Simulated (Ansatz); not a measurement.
One crystal and one scan (frozen-phonon scan) at two levels, PBE (plane waves to 420 eV, PAW, scalar-relativistic; Ansatz, a first-principles code) and r2SCAN (plane waves to 500 eV, PAW, scalar-relativistic; Ansatz), each from its own relaxed cell and on its own mesh. The cell shown is that of PBE.

Relaxed BN (wurtzite):

```yaml
crystal:
  lattice:
    - [5.10906, 0.00000, 0.00000]
    - [-1.27726, 2.21229, 0.00000]
    - [0.00000, 0.00000, 4.22457]
  atoms:
    - { symbol: B, position: [0.33333, 0.33333, 0.99991] }
    - { symbol: B, position: [0.83333, 0.33333, 0.99991] }
    - { symbol: B, position: [0.16667, 0.66667, 0.49991] }
    - { symbol: B, position: [0.66667, 0.66667, 0.49991] }
    - { symbol: N, position: [0.33333, 0.33333, 0.62529] }
    - { symbol: N, position: [0.83333, 0.33333, 0.62529] }
    - { symbol: N, position: [0.16667, 0.66667, 0.12529] }
    - { symbol: N, position: [0.66667, 0.66667, 0.12529] }
```

A phonon eigenvector at M = (0.5, 0.0, 0.0) is frozen into this cell: atom i moves by Q times the vector below, so Q is the largest atomic displacement, in Å. The cell is held. (q is in reciprocal vectors of the primitive cell; the cell shown is doubled to hold the pattern.)

```csv
atom,x,y,z
B1,0.345,0.199,0.620
B2,-0.345,-0.199,-0.620
B3,-0.345,-0.199,0.620
B4,0.345,0.199,-0.620
N5,0.730,0.422,-0.537
N6,-0.730,-0.422,0.537
N7,-0.730,-0.422,-0.537
N8,0.730,0.422,0.537
```

BN was relaxed with its symmetry unable to fall. Percentages come from the unrounded values. Both scans cover Q from -0.100 to 0.100 Å.

Results of PBE:

```
Item                                                                                                                                               Value
----------------------------------------------------------------------------------------  --------------------------------------------------------------
Lattice constant a (Å)                                                                                                                             2.555
Lattice constant c (Å)                                                                                                                             4.225
Relaxed volume (Å³/atom)                                                                                                                            5.97
Energy at Q = 0.100 Å (meV/cell)                                                                                                                    1090
Harmonic wavenumber from the curvature (finite differences) (cm⁻¹ (negative: imaginary))                                                             859
Space group of the distorted cell                                                                                   Pmn2_1 (No. 31), lowered from P6_3mc
Symmetry of the curve                                                                                                      even: the same for both signs
Shape of the curve                                                                        a single well with its minimum at or next to zero displacement
```

Estimate the r2SCAN values.


```json
[
 {"quantity": "Lattice constant a (Å)", "r2SCAN": "2.544", "PBE − r2SCAN": "+0.011 (+0.4 %)"},
 {"quantity": "Lattice constant c (Å)", "r2SCAN": "4.208", "PBE − r2SCAN": "+0.017 (+0.4 %)"},
 {"quantity": "Relaxed volume (Å³/atom)", "r2SCAN": "5.90", "PBE − r2SCAN": "+0.07 (+1.2 %)"},
 {"quantity": "Energy at Q = 0.100 Å (meV/cell)", "r2SCAN": "1167", "PBE − r2SCAN": "-77 (-6.6 %)"},
 {"quantity": "Harmonic wavenumber from the curvature (finite differences) (cm⁻¹ (negative: imaginary))", "r2SCAN": "883", "PBE − r2SCAN": "-24 (-2.7 %)"}
]
```

PBE gives the higher value for: lattice constant a; lattice constant c; relaxed volume. PBE gives the lower value for: energy at Q = 0.100 Å; harmonic wavenumber from the curvature. Both give the same space group of the distorted cell: Pmn2_1 (No. 31), lowered from P6_3mc. Neither level is exact: the differences show how much the result hangs on the functional.

(For displaced atoms, the force is minus the slope of the energy, and its curvature is a force constant, which sets phonon frequencies.)
